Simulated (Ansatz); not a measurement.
LiBr:
```xyz
4
Lattice="4.1363 0.0000 0.0000 -2.0681 3.5821 0.0000 0.0000 0.0000 6.6163" Properties=species:S:1:pos:R:3 pbc="T T T"
Li     2.0681     1.1940     5.8091
Li     0.0000     2.3881     2.5009
Br     2.0681     1.1940     3.2884
Br     0.0000     2.3881     6.5965
```

Relaxed with PBEsol.

### Question
Give the Bader charges and basin volumes of the independent atoms, DFT-PBEsol in the program Ansatz with PAW potentials.

### Answer


| atom | Bader charge (e) | Bader volume (Å³) |
|---|---|---|
| Li1 | +0.88 | 4.0 |
| Br3 | -0.88 | 44.8 |

Space group P6_3mc (wurtzite). The first step of the workflow began from a Materials Project structure, measured or hypothetical; the Crystallography Open Database copy checked does not list it. It is not the phase usual at ambient conditions (space group No. 225). Symmetry was held in the PBEsol relaxation; whether a distortion lowers the energy is not shown.

Potentials: the later of the program's two PAW sets.
